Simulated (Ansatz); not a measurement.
Ti3O in space group P-31c (No. 163; Ti on 12i, O on 2d, O on 2a) under volume change, the program Ansatz at the PBEsol level (PAW), shape and atoms relaxed at each volume.

```
V (Å³/atom)  E − E(relaxed) (meV/atom)     P (GPa)
-----------  -------------------------  ----------
12.004                            64.9       18.97
12.400                            27.3       11.67
12.795                             6.5        5.39
13.191                             0.0        0.00
13.587                      (withheld)  (withheld)
13.983                      (withheld)  (withheld)
14.378                            47.7      -11.94
```

### Question
Some entries are withheld; supply them.

### Answer

- 13.983, E − E(relaxed) (meV/atom): 22.3
- 13.983, P (GPa): -8.59
- 13.587, E − E(relaxed) (meV/atom): 5.9
- 13.587, P (GPa): -4.62

### Question
What does a third-order Birch–Murnaghan fit give for V₀, B₀ and B′?

### Answer
V₀ = 13.19 Å³/atom, B₀ = 166 GPa, B′ = 4.1.

The first step of the workflow began from a Materials Project structure, measured or hypothetical; the Crystallography Open Database files this formula in space group No. 163, but the cells were not matched. Its standing as an ambient phase is unchecked. The PBEsol relaxation kept the symmetry of its start; whether a distortion lowers the energy is not shown. No spin polarisation was allowed.

Potentials: the later of the program's two PAW sets.
